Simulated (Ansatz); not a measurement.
Base run

Ansatz input (lattice in Å, positions in fractions of it)
```yaml
crystal:
  lattice:
    - [0, 3.33, 3.33]
    - [3.33, 0, 3.33]
    - [3.33, 3.33, 0]
  atoms:
    - { symbol: Hg, position: [-0.003003003, 0.003003003, 0.003003003] }
    - { symbol: Te, position: [0.25, 0.25, 0.25] }
kpoints:
  mp_grid: { grid: [8, 8, 8] }
hamiltonian:
  xc: pbe
  pseudopotentials:
    kind: all_electron
    nuclear_model: point
    lapw: { basis_error: "0.25 meV" }
scf:
  occupations: { method: fermi_dirac, width: 0.1 }
  convergence: { dr2_threshold: "1e-9 eV" }
  max_iter: 300
output:
  forces: true
  stress: true
```

All numbers below come from PBE, all-electron LAPW, point nucleus in Ansatz 0.2.0 development build.

It gives a pressure of -0.12 GPa and an rms force of 0.052 eV/Å.

Q: What changes with a first-order correction from the scalar-relativistic equation to Dirac's equation for the inner shells Hg 4p, Hg 4d, Te 4p, Te 3d and those below them?

A: The pressure rises by 0.02 GPa, the forces move by 0.1 meV/Å (rms).

The k-mesh is modest, so these values aren't fully converged in k.
